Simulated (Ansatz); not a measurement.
Ansatz (a program for electronic structure) input:

Ansatz 0.2 input:
```yaml
crystal:
  lattice:
    - [0.0, 3.0551053817, 3.0551053817]
    - [3.0551053817, 0.0, 3.0551053817]
    - [3.0551053817, 3.0551053817, 0.0]
  atoms:
    - { symbol: La, position: [0.0, 0.0, 0.0] }
    - { symbol: As, position: [0.5, 0.5, 0.5] }
kpoints:
  mp_grid: { grid: [24, 24, 24] }
hamiltonian:
  xc: pbesol
  pseudopotentials: { kind: paw }
scf:
  occupations: { method: fermi_dirac, width: 0.1 }
elastic: { mode: relaxed_ion, stencil: two_point, amplitude: 0.005, f_tol: 0.0005 }
```

Output (shortened):

```
Pseudopotential: La, paw, valence charge 11
Pseudopotential: As, paw, valence charge 15
Functional definition: PBEsol
Crystal: 2 atoms, lattice volume = 57.031 Å³
Basis set: ecut = 420 eV, 1139 PW (Γ), exchange–correlation on 60×60×60 points (8 copies of the dense FFT grid, shifted against one another)
Bands: 17, of which v1, the nominal top of the filled ones, is band 13 counted from 1 (12 counted from 0)
Symmetry: 48 space group operations
Space group: Fm-3m (ITA 225), of the structure as read, at distance tolerance 3.8e-5 Å
k-points: 413 of 13824
SCF iter   1: F=—  HF=-10977.377207 eV  |F-HF|=—  |Δ(HF+E_count)|=         —  Δρ=2.01e-3  dr2=3.29e-3  ethr=1.77e-3  ⟨swp⟩=4.0  Hψ=28546  notcnv=0
preconditioner: auto → Kerker (q_TF=auto, 2.394 Å⁻¹)
SCF iter   2: F=—  HF=-10977.375839 eV  |F-HF|=—  |Δ(HF+E_count)|=   1.37e-3  Δρ=1.20e-3  dr2=1.06e-3  ethr=1.27e-5  ⟨swp⟩=2.0  Hψ=15616  notcnv=0
SCF iter   3: F=—  HF=-10977.375750 eV  |F-HF|=—  |Δ(HF+E_count)|=   8.98e-5  Δρ=4.96e-4  dr2=2.17e-4  ethr=4.08e-6  ⟨swp⟩=2.0  Hψ=9592  notcnv=0
SCF iter   4: F=—  HF=-10977.375724 eV  |F-HF|=—  |Δ(HF+E_count)|=   2.55e-5  Δρ=1.33e-4  dr2=1.02e-5  ethr=8.34e-7  ⟨swp⟩=2.0  Hψ=8833  notcnv=0
SCF iter   5: F=—  HF=-10977.375725 eV  |F-HF|=—  |Δ(HF+E_count)|=   4.85e-7  Δρ=3.53e-5  dr2=7.33e-7  ethr=3.93e-8  ⟨swp⟩=2.9  Hψ=11300  notcnv=0
SCF iter   6: F=—  HF=-10977.375725 eV  |F-HF|=—  |Δ(HF+E_count)|=   1.54e-7  Δρ=1.13e-5  dr2=6.80e-8  ethr=2.82e-9  ⟨swp⟩=2.5  Hψ=12197  notcnv=0
SCF iter   7: F=—  HF=-10977.375725 eV  |F-HF|=—  |Δ(HF+E_count)|=   2.44e-8  Δρ=1.61e-6  dr2=8.26e-10  ethr=2.62e-10  ⟨swp⟩=3.0  Hψ=12712  notcnv=0
SCF iter   8: F=—  HF=-10977.375725 eV  |F-HF|=—  |Δ(HF+E_count)|=  8.73e-10  Δρ=4.00e-7  dr2=5.67e-11  ethr=3.18e-12  ⟨swp⟩=2.7  Hψ=10181  notcnv=0
SCF iter  10: F=-10977.375725 eV  HF=-10977.375725 eV  |F-HF|=1.82e-12  |Δ(HF+E_count)|=  1.82e-12  Δρ=6.74e-9  dr2=1.75e-14  ethr=1.00e-12  ⟨swp⟩=4.8  Hψ=25536  notcnv=0
SCF 1 converged in 10 iterations: F = -10977.375725 eV  dr2 = 1.75e-14
Crystal: 2 atoms, lattice volume = 56.746 Å³
Basis set: ecut = 420 eV, 1099 PW (Γ), exchange–correlation on 60×60×60 points (8 copies of the dense FFT grid, shifted against one another)
Symmetry: 16 space group operations
k-points: 1063 of 13824
iter 1 solved again at ethr=5.94e-7 eV; its pass at ethr=3.10e-3 eV (dr2=1.54e-4 eV) is discarded
SCF iter   1: F=—  HF=-10977.375100 eV  |F-HF|=—  |Δ(HF+E_count)|=         —  Δρ=4.66e-4  dr2=2.14e-4  ethr=5.94e-7  ⟨swp⟩=2.0  Hψ=138437  notcnv=0
preconditioner: auto → Kerker (q_TF=auto, 2.396 Å⁻¹)
SCF iter   2: F=—  HF=-10977.375050 eV  |F-HF|=—  |Δ(HF+E_count)|=   5.01e-5  Δρ=2.97e-4  dr2=8.75e-5  ethr=5.94e-7  ⟨swp⟩=1.6  Hψ=18992  notcnv=0
SCF iter   3: F=—  HF=-10977.375016 eV  |F-HF|=—  |Δ(HF+E_count)|=   3.42e-5  Δρ=5.66e-5  dr2=2.70e-6  ethr=3.37e-7  ⟨swp⟩=2.0  Hψ=22597  notcnv=0
SCF iter   4: F=—  HF=-10977.375014 eV  |F-HF|=—  |Δ(HF+E_count)|=   1.60e-6  Δρ=3.15e-5  dr2=7.70e-7  ethr=1.04e-8  ⟨swp⟩=2.0  Hψ=31906  notcnv=0
SCF iter   5: F=—  HF=-10977.375014 eV  |F-HF|=—  |Δ(HF+E_count)|=   9.32e-8  Δρ=1.08e-5  dr2=7.97e-8  ethr=2.96e-9  ⟨swp⟩=2.6  Hψ=28945  notcnv=0
SCF iter   6: F=—  HF=-10977.375014 eV  |F-HF|=—  |Δ(HF+E_count)|=   8.99e-9  Δρ=2.47e-6  dr2=3.63e-9  ethr=3.06e-10  ⟨swp⟩=2.0  Hψ=25225  notcnv=0
SCF iter   7: F=—  HF=-10977.375014 eV  |F-HF|=—  |Δ(HF+E_count)|=   1.06e-9  Δρ=4.43e-7  dr2=1.06e-10  ethr=1.40e-11  ⟨swp⟩=2.4  Hψ=29372  notcnv=0
SCF iter   8: F=—  HF=-10977.375014 eV  |F-HF|=—  |Δ(HF+E_count)|=  4.00e-11  Δρ=7.46e-8  dr2=2.31e-12  ethr=4.06e-13 (applied; sched 1.00e-12)  ⟨swp⟩=2.1  Hψ=22574  notcnv=0
SCF iter   9: F=-10977.375014 eV  HF=-10977.375014 eV  |F-HF|=1.82e-12  |Δ(HF+E_count)|=  3.64e-12  Δρ=1.14e-8  dr2=8.32e-14  ethr=1.00e-12  ⟨swp⟩=3.0  Hψ=81461  notcnv=0
SCF 2 converged in 9 iterations: F = -10977.375014 eV  dr2 = 8.32e-14
Crystal: 2 atoms, lattice volume = 57.316 Å³
iter 1 solved again at ethr=1.22e-10 eV; its pass at ethr=3.10e-3 eV (dr2=3.18e-8 eV) is discarded
SCF iter   1: F=—  HF=-10977.374944 eV  |F-HF|=—  |Δ(HF+E_count)|=         —  Δρ=1.01e-5  dr2=3.36e-8  ethr=1.22e-10  ⟨swp⟩=3.1  Hψ=142016  notcnv=0
preconditioner: auto → Kerker (q_TF=auto, 2.392 Å⁻¹)
SCF iter   2: F=—  HF=-10977.374943 eV  |F-HF|=—  |Δ(HF+E_count)|=   7.21e-7  Δρ=5.74e-6  dr2=1.40e-8  ethr=1.22e-10  ⟨swp⟩=1.4  Hψ=18761  notcnv=0
SCF iter   3: F=—  HF=-10977.374943 eV  |F-HF|=—  |Δ(HF+E_count)|=   7.52e-9  Δρ=9.28e-7  dr2=7.42e-10  ethr=5.39e-11  ⟨swp⟩=2.0  Hψ=22272  notcnv=0
SCF iter   4: F=—  HF=-10977.374943 eV  |F-HF|=—  |Δ(HF+E_count)|=  5.64e-11  Δρ=2.45e-7  dr2=3.74e-11  ethr=2.85e-12  ⟨swp⟩=2.8  Hψ=30463  notcnv=0
SCF iter   5: F=—  HF=-10977.374943 eV  |F-HF|=—  |Δ(HF+E_count)|=  1.82e-12  Δρ=1.10e-7  dr2=9.38e-12  ethr=1.44e-13 (applied; sched 1.00e-12)  ⟨swp⟩=2.0  Hψ=31946  notcnv=0
SCF iter   6: F=—  HF=-10977.374943 eV  |F-HF|=—  |Δ(HF+E_count)|=  5.46e-12  Δρ=3.75e-8  dr2=6.74e-13  ethr=3.61e-14 (applied; sched 1.00e-12)  ⟨swp⟩=2.0  Hψ=31906  notcnv=0
SCF iter   7: F=-10977.374943 eV  HF=-10977.374943 eV  |F-HF|=1.82e-12  |Δ(HF+E_count)|=  1.82e-12  Δρ=6.81e-9  dr2=2.29e-14  ethr=1.00e-12  ⟨swp⟩=4.4  Hψ=64369  notcnv=0
SCF 3 converged in 7 iterations: F = -10977.374943 eV  dr2 = 2.29e-14
Crystal: 2 atoms, lattice volume = 57.030 Å³
Basis set: ecut = 420 eV, 1131 PW (Γ), exchange–correlation on 60×60×60 points (8 copies of the dense FFT grid, shifted against one another)
Symmetry: 8 space group operations
k-points: 1963 of 13824
iter 1 solved again at ethr=5.46e-8 eV; its pass at ethr=3.10e-3 eV (dr2=1.42e-5 eV) is discarded
SCF iter   1: F=—  HF=-10977.375601 eV  |F-HF|=—  |Δ(HF+E_count)|=         —  Δρ=1.73e-4  dr2=1.15e-5  ethr=5.46e-8  ⟨swp⟩=2.4  Hψ=256450  notcnv=0
preconditioner: auto → Kerker (q_TF=auto, 2.394 Å⁻¹)
SCF iter   2: F=—  HF=-10977.375599 eV  |F-HF|=—  |Δ(HF+E_count)|=   2.05e-6  Δρ=1.03e-4  dr2=4.15e-6  ethr=4.42e-8  ⟨swp⟩=1.0  Hψ=33377  notcnv=0
SCF iter   3: F=—  HF=-10977.375599 eV  |F-HF|=—  |Δ(HF+E_count)|=   2.79e-7  Δρ=1.20e-5  dr2=8.72e-8  ethr=1.60e-8  ⟨swp⟩=2.0  Hψ=43183  notcnv=0
SCF iter   4: F=—  HF=-10977.375599 eV  |F-HF|=—  |Δ(HF+E_count)|=   7.75e-8  Δρ=2.66e-6  dr2=8.42e-9  ethr=3.35e-10  ⟨swp⟩=2.3  Hψ=52947  notcnv=0
SCF iter   5: F=—  HF=-10977.375599 eV  |F-HF|=—  |Δ(HF+E_count)|=  6.88e-10  Δρ=1.18e-6  dr2=1.69e-9  ethr=3.24e-11  ⟨swp⟩=2.0  Hψ=58921  notcnv=0
SCF iter   6: F=—  HF=-10977.375599 eV  |F-HF|=—  |Δ(HF+E_count)|=   1.52e-9  Δρ=4.74e-7  dr2=1.52e-10  ethr=6.51e-12  ⟨swp⟩=2.0  Hψ=58934  notcnv=0
SCF iter   7: F=—  HF=-10977.375599 eV  |F-HF|=—  |Δ(HF+E_count)|=  5.28e-11  Δρ=1.47e-7  dr2=1.15e-11  ethr=5.86e-13 (applied; sched 1.00e-12)  ⟨swp⟩=2.0  Hψ=58932  notcnv=0
SCF iter   8: F=—  HF=-10977.375599 eV  |F-HF|=—  |Δ(HF+E_count)|=  9.09e-12  Δρ=1.77e-8  dr2=1.10e-13  ethr=4.41e-14 (applied; sched 1.00e-12)  ⟨swp⟩=2.3  Hψ=46563  notcnv=0
SCF iter   9: F=-10977.375599 eV  HF=-10977.375599 eV  |F-HF|=1.82e-12  |Δ(HF+E_count)|=    0.00e0  Δρ=3.81e-9  dr2=5.06e-15  ethr=1.00e-12  ⟨swp⟩=4.0  Hψ=111380  notcnv=0
SCF 4 converged in 9 iterations: F = -10977.375599 eV  dr2 = 5.06e-15
Crystal: 2 atoms, lattice volume = 57.030 Å³
iter 1 solved again at ethr=2.59e-11 eV; its pass at ethr=3.10e-3 eV (dr2=6.73e-9 eV) is discarded
SCF iter   1: F=—  HF=-10977.375600 eV  |F-HF|=—  |Δ(HF+E_count)|=         —  Δρ=3.23e-6  dr2=6.61e-9  ethr=2.59e-11  ⟨swp⟩=3.1  Hψ=268740  notcnv=0
preconditioner: auto → Kerker (q_TF=auto, 2.394 Å⁻¹)
SCF iter   2: F=—  HF=-10977.375599 eV  |F-HF|=—  |Δ(HF+E_count)|=   1.12e-6  Δρ=1.80e-6  dr2=1.98e-9  ethr=2.54e-11  ⟨swp⟩=2.0  Hψ=36769  notcnv=0
SCF iter   3: F=—  HF=-10977.375599 eV  |F-HF|=—  |Δ(HF+E_count)|=  4.00e-10  Δρ=3.51e-7  dr2=7.83e-11  ethr=7.61e-12  ⟨swp⟩=2.9  Hψ=52501  notcnv=0
SCF iter   4: F=—  HF=-10977.375599 eV  |F-HF|=—  |Δ(HF+E_count)|=  3.46e-11  Δρ=1.76e-7  dr2=1.01e-11  ethr=3.01e-13 (applied; sched 1.00e-12)  ⟨swp⟩=2.0  Hψ=58916  notcnv=0
SCF iter   5: F=—  HF=-10977.375599 eV  |F-HF|=—  |Δ(HF+E_count)|=  7.28e-12  Δρ=3.22e-8  dr2=8.22e-13  ethr=3.88e-14 (applied; sched 1.00e-12)  ⟨swp⟩=2.0  Hψ=41251  notcnv=0
SCF iter   6: F=-10977.375599 eV  HF=-10977.375599 eV  |F-HF|=3.64e-12  |Δ(HF+E_count)|=  1.82e-12  Δρ=9.98e-9  dr2=7.75e-14  ethr=1.00e-12  ⟨swp⟩=4.6  Hψ=119772  notcnv=0
SCF 5 converged in 6 iterations: F = -10977.375599 eV  dr2 = 7.75e-14
SCF converged after 10 iterations
Free energy (F): -10977.375725 eV
Harris-Foulkes:  -10977.375725 eV  (|F-HF|=1.82e-12)
Internal energy: -10977.366797 eV  (E = F + TS)
E sigma→0 (E₀):  -10977.371261 eV
Entropy (-TS):   -0.008927 eV (-4.464 meV/atom)
Fermi energy:    10.141490 eV
--- Per-component energies (eV) ---
  E_band       = -262.910372
  E_kinetic    = 296.010078
  E_local      = -2215.270295  (includes V_loc(G=0)·N_el)
  E_nonlocal   = -571.141825
  E_hartree    = 1144.608760
  E_xc         = -217.710347
  E_vxc        = -227.355366  (∫ρ·V_xc dr)
  E_paw        = -7122.006395  (= ΣΔE_a)
  E_vpaw       = 165.629505  (= ΣTr[D̂ρ^β])
  E_aug_tail   = 0.000007  (compensation charges beyond the density's cutoff)
  E_ewald      = -2292.992718
  E_core_change = 1.135938  (= ΣΔE_core)
  E_smearing   = -0.008927  (= −TS)
  E_closure    = 0.000000  (closes the sum)
  Σ components = -10977.375725   (vs F -10977.375725, Δ=0.00e0)
  [band-id]    e_kinetic+e_local+e_nonlocal+2·e_hartree+e_vxc+e_vpaw+e_augmentation_tail = -262.910376   (vs E_band -262.910372, Δ=-4.20e-6)
--- Forces (eV/Å), atoms counted from 1 ---
  atom   1  La     0.00000000     0.00000000     0.00000000
  atom   2  As     0.00000000     0.00000000     0.00000000
  max |Σ_I F_I| component: 0.0 eV/Å
--- Stress (GPa, compression-positive) ---
       -0.028263       0.000000       0.000000
        0.000000      -0.028263       0.000000
        0.000000       0.000000      -0.028263
  P = ⅓ Tr σ = -0.0283 GPa (-0.283 kbar)
--- Band table (eV; the first three rows and the last of 413) ---
  k-point 0: bands = ["-23.9338", "-23.9338", "-23.9217", "-23.9217", "-23.9217", "-21.8532", "-5.3951", "-5.3951", "-5.3951", "0.1498", "10.1954", "10.1954", "10.1954", "11.7099", "11.7099", "11.7099", "12.4827"]
  k-point 1: bands = ["-23.9338", "-23.9338", "-23.9217", "-23.9217", "-23.9217", "-21.8524", "-5.4083", "-5.3957", "-5.3957", "0.1732", "10.0856", "10.1320", "10.1320", "11.7108", "11.7356", "11.7356", "12.5137"]
  k-point 2: bands = ["-23.9339", "-23.9339", "-23.9216", "-23.9216", "-23.9216", "-21.8503", "-5.4464", "-5.3975", "-5.3975", "0.2417", "9.8004", "9.9647", "9.9647", "11.7084", "11.8063", "11.8063", "12.5901"]
  k-point 412: bands = ["-23.9379", "-23.9339", "-23.9214", "-23.9214", "-23.9209", "-21.7918", "-5.7145", "-5.7145", "-5.6337", "0.8991", "8.3084", "8.9376", "8.9376", "12.1490", "12.1490", "12.8100", "12.8100"]
--- Elastic constants: 2 strain directions × 2 members + reference (group order 48) ---
  dense FFT box of the reference and of every strained cell: 30×30×30
  strains applied: 11, 23; error gains: componentwise 1.00 (the most a stress slope's error grows in a printed constant), spectral 1.73 (1 for all six strains …
  C = ∂σ_k/∂η_j (tension-positive GPa; Voigt order 11 22 33 23 13 12):
       167.703     22.523     22.523      0.000      0.000      0.000
        22.523    167.703     22.523      0.000      0.000      0.000
        22.523     22.523    167.703      0.000      0.000      0.000
         0.000      0.000      0.000     28.251      0.000      0.000
         0.000      0.000      0.000      0.000     28.251      0.000
         0.000      0.000      0.000      0.000      0.000     28.251
  reference stress σ⁰ (GPa):      0.028      0.028      0.028      0.000      0.000      0.000
  C* (energy form; C + prestress term) asymmetry max|C*_kj − C*_jk| = 1.421e-14 GPa — a small one proves nothing (zero by symmetry where the batch's group is …
  moduli (Voigt/Reuss/Hill, GPa): K = 70.92/70.92/70.92   G = 45.99/37.39/41.69   E = 104.57   ν = 0.254
  mechanically stable: yes (min eigenvalue of sym C = 28.25 GPa)
  where every solve meets its electron count the energy-path curvature estimates C_jj along a normal strain and C_jj − ¼(σ⁰_aa + σ⁰_bb) along a shear (ab), of …
  strain η (Voigt 11):  stress-route row diagonal C_11 = 167.70 GPa, energy-path curvature d²(F+E_count+ΔE)/dδ²/Ω₀ = 167.67 GPa
         δ    σ_11 (GPa)             F (eV)   n_scf  n_hpsi   n_pw
    -5.000e-3      -0.8353      -10977.3750144       9  422875   1127   relax 0 steps, max|allowed force component| 0.0 eV/Å
     5.000e-3       0.8417      -10977.3749431       7  365093   1139   relax 0 steps, max|allowed force component| 0.0 eV/Å
  strain η (Voigt 23):  stress-route row diagonal C_44 = 28.25 GPa, energy-path curvature d²(F+E_count+ΔE)/dδ²/Ω₀ = 28.24 GPa
         δ    σ_23 (GPa)             F (eV)   n_scf  n_hpsi   n_pw
    -5.000e-3      -0.1413      -10977.3755992       9  763599   1133   relax 0 steps, max|allowed force component| 0.0 eV/Å
     5.000e-3       0.1413      -10977.3755992       6  620897   1133   relax 0 steps, max|allowed force component| 0.0 eV/Å
```

Cost: about 8 core-minutes (a rough figure) on shared cores.

The first step of the workflow began from a Materials Project structure, measured or hypothetical; the Crystallography Open Database files this formula in space group No. 225, but the cells were not matched. Whether it is the stable phase at ambient conditions was not checked. Symmetry was held in the PBEsol relaxation; of distortions, only those at the zone centre were tested. As this level gives no gap, shear constants depend on the k-mesh and smearing (Fermi–Dirac, 0.1 eV here). Spin–orbit coupling is left out wherever it is not named.

Potentials: the later of the program's two PAW sets.

Ansatz is a plane-wave DFT program.
